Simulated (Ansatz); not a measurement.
TaC (rock salt, space group No. 225) at seven volumes, DFT-PBEsol in the program Ansatz with PAW potentials, scaled uniformly. One row is withheld.

```csv
V (Å³/atom),P (GPa)
9.954,39.55
10.282,?
10.610,11.18
10.938,0.00
11.266,-9.58
11.595,-17.77
11.923,-24.78
```

### Question
Fit the shown pressures and predict the withheld one.

### Answer
P = (3/2)B₀(x^(7/2) − x^(5/2))[1 + (3/4)(B′ − 4)(x − 1)] with x = (V₀/V)^(2/3). Least squares on the six rows gives V₀ = 10.938 Å³/atom, B₀ = 344 GPa, B′ = 4.19. At V = 10.282, x = 1.0421 and P = 24.22 GPa. The run itself gave 24.26 GPa.

Space group Fm-3m (rock salt). Symmetry was held in the PBEsol relaxation. The run is not spin-polarised. Spin–orbit coupling is left out wherever it is not named.

Potentials: the later of the program's two PAW sets.
